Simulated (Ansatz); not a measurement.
Relaxed ZrIr$_{2}$ (cubic Laves, MgCu2 type):

```xyz
12
Lattice="0.0000 7.3043 7.3043 3.6522 0.0000 3.6522 3.6522 3.6522 0.0000" Properties=species:S:1:pos:R:3 pbc="T T T"
Zr     3.6522     3.6522     3.6522
Zr     3.6522     7.3043     7.3043
Zr     5.4782     5.4782     5.4782
Zr     5.4782     9.1304     9.1304
Ir     0.9130     2.7391     2.7391
Ir     0.9130     6.3913     6.3913
Ir     2.7391     2.7391     0.9130
Ir     2.7391     6.3913     4.5652
Ir     2.7391     0.9130     2.7391
Ir     2.7391     4.5652     6.3913
Ir     0.9130     0.9130     0.9130
Ir     0.9130     4.5652     4.5652
```

The atoms are displaced by Q × the pattern below (from a DFPT mode at L = (0.5, 0.0, 0.0), largest move 1; Q in Å), at fixed cell. (q is in reciprocal vectors of the primitive cell; the cell shown is doubled to hold the pattern.)

```tsv
atom	x	y	z
Ir7	0.707	0.000	0.707
Ir8	-0.707	0.000	-0.707
Ir9	-0.707	-0.707	0.000
Ir10	0.707	0.707	0.000
Ir11	0.000	0.707	-0.707
Ir12	0.000	-0.707	0.707
```

Atoms not listed stay in place.

These are LDA (plane waves to 420 eV, PAW, scalar-relativistic; Ansatz, an electronic-structure program) values and carry that method's errors. k mesh 11×11×11 (Γ-centred), Fermi-Dirac smearing 0.05 eV. E stands for the smeared free energy. With partly filled bands, energies and forces of such displacements shift with the k mesh and the smearing. Spin-orbit coupling is left out, though Ir is heavy. ZrIr2 is run without spin polarisation. ZrIr2 was relaxed with its symmetry unable to fall. ΔE is measured from the undisplaced structure. The last digit holds for this mesh only.

```csv
Q (Å),ΔE (meV/cell)
-0.4400,407.2
-0.3667,-116.2
-0.2933,-344.4
-0.2200,-338.1
-0.1467,withheld
-0.0733,-62.7
0.0000,0.0
0.0733,-62.7
0.1467,withheld
0.2200,-338.1
0.2933,-344.4
0.3667,-116.2
0.4400,407.2
```

Problem. Fit an even polynomial form (powers 2, 4, 6) to the given rows and predict ΔE at Q = 0.1467.

Solution. Least squares on the 11 given rows: ΔE = (-11350)·Q² + (97630)·Q⁴ + (-145300)·Q⁶, in meV/cell with Q in Å; root-mean-square residual 2.32 meV/cell. At 0.1467 the fit gives -200.5 meV/cell; the calculation gives -206.6 meV/cell, so the interpolation is off by 6.1 (+3.0 %). The quadratic term alone would give -244.3 meV/cell: it is negative, as the undisplaced cell is unstable along this move.

(For displaced atoms, the force is minus the slope of the energy, and its curvature is a force constant, which sets phonon frequencies.)
